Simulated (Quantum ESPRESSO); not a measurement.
pw.x input (Quantum ESPRESSO 7.5; PBEsol, PseudoDojo standard norm-conserving files, scalar-relativistic):

```
&CONTROL
  calculation = 'scf'
  pseudo_dir = './pseudo'
  outdir = './out'
  tprnfor = .true.
  tstress = .true.
/
&SYSTEM
  ibrav = 0
  nat = 12
  ntyp = 2
  ecutwfc = 84.0
  ecutrho = 336.0
  occupations = 'smearing'
  smearing = 'fd'
  degauss = 0.002
  nbnd = 38
/
&ELECTRONS
  conv_thr = 1.2e-09
/
ATOMIC_SPECIES
O 15.9990 O.upf
Si 28.0850 Si.upf
CELL_PARAMETERS angstrom
  5.069069830000   0.000000000000   0.000000000000
 -2.534534915000   4.389943246000   0.000000000000
  0.000000000000   0.000000000000   8.558490000000
ATOMIC_POSITIONS crystal
O   0.000000000000   0.421260500000   0.000000000000
O   0.578739500000   0.000000000000   0.500000000000
O   0.578739500000   0.578739500000   0.000000000000
O   0.000000000000   0.578739500000   0.500000000000
O   0.421260500000   0.000000000000   0.000000000000
O   0.421260500000   0.421260500000   0.500000000000
O   0.666666667000   0.333333333000   0.750000000000
O   0.333333333000   0.666666667000   0.250000000000
Si   0.666666667000   0.333333333000   0.937130000000
Si   0.333333333000   0.666666667000   0.437130000000
Si   0.666666667000   0.333333333000   0.562870000000
Si   0.333333333000   0.666666667000   0.062870000000
K_POINTS automatic
6 6 4 0 0 0
```

End of the output:

```
     total energy              =    -298.82494727 Ry
     estimated scf accuracy    <          1.9E-09 Ry
     total energy              =    -298.82494727 Ry
     estimated scf accuracy    <          7.0E-09 Ry
     total energy              =    -298.82494727 Ry
     estimated scf accuracy    <          1.6E-09 Ry
[...]
     the Fermi energy is     3.0319 ev
!    total energy              =    -298.82494727 Ry
     estimated scf accuracy    <          3.0E-11 Ry
     smearing contrib. (-TS)   =       0.00000000 Ry
     internal energy E=F+TS    =    -298.82494727 Ry
     The total energy is F=E-TS. E is the sum of the following terms:
     one-electron contribution =    -212.54074789 Ry
     hartree contribution      =     135.79737752 Ry
     xc contribution           =     -79.89559725 Ry
     ewald contribution        =    -142.18597965 Ry
     convergence has been achieved in  15 iterations
     Forces acting on atoms (cartesian axes, Ry/au):
     atom    1 type  1   force =     0.00185376   -0.00321081   -0.00000000
     atom    2 type  1   force =     0.00370752    0.00000000    0.00000000
     atom    3 type  1   force =     0.00185376    0.00321081    0.00000000
     atom    4 type  1   force =    -0.00185376    0.00321081   -0.00000000
     atom    5 type  1   force =    -0.00370752    0.00000000    0.00000000
     atom    6 type  1   force =    -0.00185376   -0.00321081    0.00000000
     atom    7 type  1   force =     0.00000000    0.00000000    0.00000000
     atom    8 type  1   force =    -0.00000000   -0.00000000    0.00000000
     atom    9 type  2   force =     0.00000000    0.00000000    0.00107476
     atom   10 type  2   force =     0.00000000   -0.00000000    0.00107476
     atom   11 type  2   force =     0.00000000   -0.00000000   -0.00107476
     atom   12 type  2   force =    -0.00000000    0.00000000   -0.00107476
     Total force =     0.009332     Total SCF correction =     0.000000
     Computing stress (Cartesian axis) and pressure
          total   stress  (Ry/bohr**3)                   (kbar)     P=       13.30
   0.00008947   0.00000000   0.00000000           13.16        0.00        0.00
   0.00000000   0.00008947  -0.00000000            0.00       13.16       -0.00
   0.00000000  -0.00000000   0.00009223            0.00       -0.00       13.57
```
In a gapped system the printed Fermi energy is only some level inside the gap.

Geometry of the Materials Project entry, not relaxed at this level.
